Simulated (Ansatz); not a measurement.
Si$_{3}$N$_{4}$:
```yaml
crystal:
  lattice:
    - [7.60577, 0.00000, 0.00000]
    - [-3.80289, 6.58679, 0.00000]
    - [0.00000, 0.00000, 2.90575]
  atoms:
    - { symbol: Si, position: [0.17543, 0.76938, 0.25000] }
    - { symbol: Si, position: [0.40604, 0.17543, 0.75000] }
    - { symbol: Si, position: [0.23062, 0.40604, 0.25000] }
    - { symbol: Si, position: [0.82457, 0.23062, 0.75000] }
    - { symbol: Si, position: [0.59396, 0.82457, 0.25000] }
    - { symbol: Si, position: [0.76938, 0.59396, 0.75000] }
    - { symbol: N, position: [0.33333, 0.66667, 0.25000] }
    - { symbol: N, position: [0.66667, 0.33333, 0.75000] }
    - { symbol: N, position: [0.33031, 0.03126, 0.25000] }
    - { symbol: N, position: [0.29905, 0.33031, 0.75000] }
    - { symbol: N, position: [0.96874, 0.29905, 0.25000] }
    - { symbol: N, position: [0.66969, 0.96874, 0.75000] }
    - { symbol: N, position: [0.70095, 0.66969, 0.25000] }
    - { symbol: N, position: [0.03126, 0.70095, 0.75000] }
```

Tensor components refer to the Cartesian frame of this cell.

Problem. Give the high-frequency dielectric tensor and the Born effective charge tensors of the independent atoms from DFPT, the program Ansatz at the r²SCAN level (PAW).

Solution. 
ε∞:
```
3.98  0.00  0.00
0.00  3.98  0.00
0.00  0.00  4.06
```
Z* of atom 1 (Si), rows: field, columns: displacement, in e:
```
3.17  0.05  0.00
0.07  3.53  0.00
0.00  0.00  3.40
```
Z* of atom 7 (N), rows: field, columns: displacement, in e:
```
-2.94   0.05   0.00
-0.05  -2.94   0.00
 0.00   0.00  -1.75
```
Z* of atom 9 (N), rows: field, columns: displacement, in e:
```
-1.60  -0.06   0.00
-0.06  -3.13   0.00
 0.00   0.00  -2.82
```

Static charges for comparison (Bader): Si1 +3.21, N7 -2.40, N9 -2.41 e. Born charges measure polarisation by displacement and can exceed these by far.

Space group P6_3/m. The cell was relaxed with r²SCAN under the symmetry of its start.

Potentials: the later of the program's two PAW sets.
